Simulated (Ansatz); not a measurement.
Sn (omega (AlB2-type)): energy against volume

These are results of Ansatz 0.2.0, DFT, LDA (PW92), plane waves (420 eV) with PAW, scalar-relativistic, not measurements. The PAW files were generated under PBE, with cores re-solved for the functional.

The cell is scaled uniformly from the relaxed one, with fractional coordinates and shape fixed. Energies are extrapolated to zero smearing, pressures are those at the given smearing. Magnetic state: spin not included.

A Birch-Murnaghan fit gives V₀ = 25.88 Å³/atom, B₀ = 57 GPa, B₀′ = 4.6.

Task: What are the energy above the minimum and the pressure at 22.584 Å³/atom?

Result: 95.9 meV/atom and 10.63 GPa as computed.

Task: What are the energy above the minimum and the pressure at 26.691 Å³/atom?

Result: 4.3 meV/atom and -1.68 GPa as computed.

Task: What are the energy above the minimum and the pressure at 28.744 Å³/atom?

Result: 46.5 meV/atom and -4.74 GPa as computed.
